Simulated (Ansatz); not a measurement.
# Formation energy of BaCu₃ in the AuCu3-type structure

Level of theory: DFT, PBE, scalar-relativistic, no spin polarisation; plane waves to 420 eV with PAW datasets (Ansatz 0.2.0), 8×8×8 k-mesh, Gaussian smearing of 0.05 eV. The datasets are Ansatz's generated set soft_2.

The cell came from substitution into a structure type; no database entry of this phase was matched, which doesn't show that none exists.

It takes space group Pm-3m (No. 221, cubic). The conventional cell has a = 4.450 Å, b = 4.450 Å, c = 4.450 Å, α = 90.00°, β = 90.00°, γ = 90.00°. Ba (site symmetry m-3m) is surrounded by 12 Cu at 3.15 Å. Cu (site symmetry 4/mmm) is surrounded by 4 Ba at 3.15 Å and 8 Cu at 3.15 Å. (Neighbours are counted to 15 % beyond the shortest distance.)

The elements were computed in their standard states with the same datasets, cutoff and functional. Absolute energies hang on the potentials; compare differences alone.

Energy of the relaxed cell (4 atoms, smearing extrapolated to zero): -25823.004 eV. Elements, in eV/atom: Ba -5949.540, Cu -6625.175.

What is the formation energy?

[-25823.004 − (1 × -5949.540 + 3 × -6625.175)] / 4 = 0.52 eV/atom, or 50 kJ per mole of atoms.

The value is for 0 K, without zero-point energy. A positive value means that this structure is unstable even against the elements at this level.

With 67 valence electrons in the calculation's cell and no magnetic order, the bands, two electrons each, can't all be full or empty: band theory demands a metal. (Only strong correlation, outside this picture, could make a Mott insulator of it.)

No spin–orbit coupling, a notable omission for heavy elements. A displaced or strained copy of the relaxed cell lay 3.7 meV/atom lower, so the structure isn't a true minimum at this level, unless the mesh, which matters in a metal, makes it so.
